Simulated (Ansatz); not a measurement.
Zone-centre phonons of Al₃Ru₂ at 3 GPa: input and output

All numbers below come from DFT LDA, scalar-relativistic, plane waves, PAW in Ansatz.

Launched with:
```bash
ansatz run input.yaml --threads 2 --pin off --max-ram 6144MiB --backend cpu --events-out ev --progress --plain --runs-dir out
```

Input (bare energies are in eV):
```yaml
crystal:
  lattice:
    - [-1.5179818821, 1.5179818821, 7.0385957389]
    - [1.5179818821, -1.5179818821, 7.0385957389]
    - [1.5179818821, 1.5179818821, -7.0385957389]
  atoms:
    - { symbol: Al, position: [0.0, 0.0, 0.0] }
    - { symbol: Al, position: [0.8058628373, 0.8058628373, 0.0] }
    - { symbol: Al, position: [0.1941371627, 0.1941371627, 0.0] }
    - { symbol: Ru, position: [0.6055749422, 0.6055749422, 0.0] }
    - { symbol: Ru, position: [0.3944250578, 0.3944250578, 0.0] }
basis:
  ecutwfc: 420
kpoints:
  mp_grid: { grid: [16, 16, 16] }
hamiltonian:
  xc: lda
scf:
  occupations: { method: fermi_dirac, width: 0.15 }
output:
  eigenvalues: true
phonons:
  method: dfpt
  eigenvectors: true
```

Results section of the output:
```
--- Phonons (Γ-DFPT): 6 representative perturbations + reference, on 621 of 4096 k-points (Σ response iterations 20) ---
  k mesh reduced under 4 symmetry operations, with k and −k counted as one. Each operation leaves every solved displacement unchanged or reverses it
  ASR residual: 2.514e-3 → 0.000e0 eV/Å²; symmetrization residual: 1.143e-5 eV/Å²
  ASR residual per site (eV/Å²): 6.62e-6 8.64e-6 8.64e-6 2.51e-3 2.51e-3
  Γ frequencies (cm⁻¹): 0.00 0.00 0.00 151.96 151.96 191.53 269.59 269.59 277.81 303.89 303.89 369.92 369.92 409.84 411.28
  non-analytic LO–TO correction: not included (Born effective charges unavailable; polar crystals: no LO–TO splitting at Γ)
```

Time: 6.9 min on 2 threads of Intel(R) Xeon(R) 6975P-C (Granite Rapids) (shared host), peak memory 3.2 GiB.

In a metal, frequencies and elastic constants depend on the k mesh and the smearing, soft modes and shear constants most.